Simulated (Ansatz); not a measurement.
Ansatz (a first-principles code) input:

Ansatz 0.2 input:
```yaml
crystal:
  lattice:
    - [4.4054801852, 2.6378328874, 0.0]
    - [-4.4054801852, 2.6378328874, 0.0]
    - [-1.3463039164, 0.0, 5.7969004244]
  atoms:
    - { symbol: Na, position: [0.6688853413, 0.3311146587, 0.7401647862] }
    - { symbol: Na, position: [0.3311146587, 0.6688853413, 0.2598352138] }
    - { symbol: Na, position: [0.0, 0.0, 0.0] }
    - { symbol: Na, position: [0.0, 0.0, 0.5] }
    - { symbol: C, position: [0.3362018332, 0.6637981668, 0.7506107262] }
    - { symbol: C, position: [0.6637981668, 0.3362018332, 0.2493892738] }
    - { symbol: O, position: [0.2126270544, 0.7873729456, 0.8314662332] }
    - { symbol: O, position: [0.7873729456, 0.2126270544, 0.1685337668] }
    - { symbol: O, position: [0.812403735, 0.6091465776, 0.2912452816] }
    - { symbol: O, position: [0.187596265, 0.3908534224, 0.7087547184] }
    - { symbol: O, position: [0.6091465776, 0.812403735, 0.7087547184] }
    - { symbol: O, position: [0.3908534224, 0.187596265, 0.2912452816] }
kpoints:
  mp_grid: { grid: [6, 6, 5] }
hamiltonian:
  xc: r2scan
  pseudopotentials: { kind: paw }
scf:
  occupations: { method: fixed }
checkpoint: { read: static.run }
output: { write_density: true, elf: true, volumetric_format: npy }
```

Output (shortened):

```
Pseudopotential: Na, paw, valence charge 9
Pseudopotential: C, paw, valence charge 4
Pseudopotential: O, paw, valence charge 6
Functional definition: r2SCAN
Crystal: 12 atoms, lattice volume = 134.731 Å³
Basis set: ecut = 500 eV, 3423 PW (Γ), exchange–correlation on 160×160×180 points (64 copies of the dense FFT grid, shifted against one another)
Bands: 52, of which v1, the nominal top of the filled ones, is band 40 counted from 1 (39 counted from 0)
Symmetry: 4 space group operations
Space group: C2/m (ITA 12), of the structure as read, at distance tolerance 5.1e-5 Å
k-points: 55 of 180
Stability of the state it starts from, as read at its close in the unpolarized treatment …
iter 1 solved again at ethr=4.08e-8 eV; its pass at ethr=3.10e-3 eV (dr2=3.27e-5 eV) is discarded
SCF iter   1: F=—  HF=-9876.194645 eV  |F-HF|=—  |Δ(HF+E_count)|=         —  Δρ=7.19e-7  dr2=6.69e-10  dr2_τ=8.74e-11  ethr=4.08e-8  ⟨swp⟩=3.9  Hψ=16918  notcnv=0  defer=550
preconditioner: auto → Resta (q_TF=auto, 2.501 Å⁻¹)
SCF iter   2: F=-9876.194645 eV  HF=-9876.194645 eV  |F-HF|=4.55e-10  |Δ(HF+E_count)|=  4.07e-10  Δρ=6.65e-7  dr2=5.70e-10  dr2_τ=1.46e-10  ethr=1.00e-12  ⟨swp⟩=14.1  Hψ=15262  notcnv=0
SCF 1 converged in 2 iterations: F = -9876.194645 eV  dr2 = 5.70e-10
SCF converged after 2 iterations
Free energy (F): -9876.194645 eV
Harris-Foulkes:  -9876.194645 eV  (|F-HF|=4.55e-10)
Internal energy: -9876.194645 eV  (E = F + TS)
E sigma→0 (E₀):  -9876.194645 eV
Fermi energy:    3.707541 eV
--- Per-component energies (eV) ---
  E_band       = -1043.507249
  E_kinetic    = 1731.094936
  E_local      = -7239.085178  (includes V_loc(G=0)·N_el)
  E_nonlocal   = 803.037397
  E_hartree    = 2515.289328
  E_xc         = -682.618602
  E_vxc        = -990.493738  (∫ρ·V_xc dr)
  E_paw        = -2234.664565  (= ΣΔE_a)
  E_vpaw       = -449.222592  (= ΣTr[D̂ρ^β])
  E_aug_tail   = 0.006415  (compensation charges beyond the density's cutoff)
  E_vtau       = 70.577374  (kinetic-family band-sum trace: ∫τ·v_τ [+ j·A + Jᵃ·Aᵃ] dr)
  E_ewald      = -4768.908114
  E_core_change = -0.346262  (= ΣΔE_core)
  E_smearing   =  0.000000  (= −TS)
  E_closure    =  0.000000  (closes the sum)
  Σ components = -9876.194645   (vs F -9876.194645, Δ=0.00e0)
  [band-id]    e_kinetic+e_local+e_nonlocal+2·e_hartree+e_vxc+e_vpaw+e_augmentation_tail+e_vtau = -1043.506730   (vs E_band -1043.507249, Δ=5.20e-4)
--- Band table (eV; the first three rows and the last of 55) ---
  k-point 0: bands = ["-48.5413", "-48.5406", "-47.9131", "-47.8886", "-19.3429", "-19.3258", "-19.0039", "-18.9893", "-18.9548", "-18.9498", "-18.9488", "-18.9462", "-18.4149", "-18.4040", "-18.3450", "-18.3179", "-18.3088", "-18.2564", "-15.9427", …
  k-point 1: bands = ["-48.5413", "-48.5406", "-47.9126", "-47.8891", "-19.3593", "-19.3455", "-18.9811", "-18.9697", "-18.9555", "-18.9498", "-18.9462", "-18.9461", "-18.4093", "-18.3965", "-18.3489", "-18.3260", "-18.3071", "-18.2624", "-15.9380", …
  k-point 2: bands = ["-48.5411", "-48.5408", "-47.9117", "-47.8900", "-19.3808", "-19.3749", "-18.9581", "-18.9516", "-18.9496", "-18.9460", "-18.9444", "-18.9337", "-18.3969", "-18.3778", "-18.3599", "-18.3456", "-18.3019", "-18.2735", "-15.9236", …
  k-point 54: bands = ["-48.5412", "-48.5407", "-47.9117", "-47.8900", "-19.4597", "-19.4119", "-18.9890", "-18.9664", "-18.9634", "-18.9526", "-18.8377", "-18.8038", "-18.4188", "-18.3766", "-18.3495", "-18.3448", "-18.3050", "-18.2821", "-15.9917", …
```

Cost: very roughly 30 core-seconds on shared cores.

The workflow started from a Materials Project entry (that database holds measured and hypothetical structures alike); the Crystallography Open Database files this formula in space group No. 12, but the cells were not matched. Its standing as an ambient phase is unchecked. The r²SCAN relaxation kept the symmetry of its start; whether a distortion lowers the energy is not shown.

Potentials: the later of the program's two PAW sets.

Ansatz is a plane-wave DFT program.
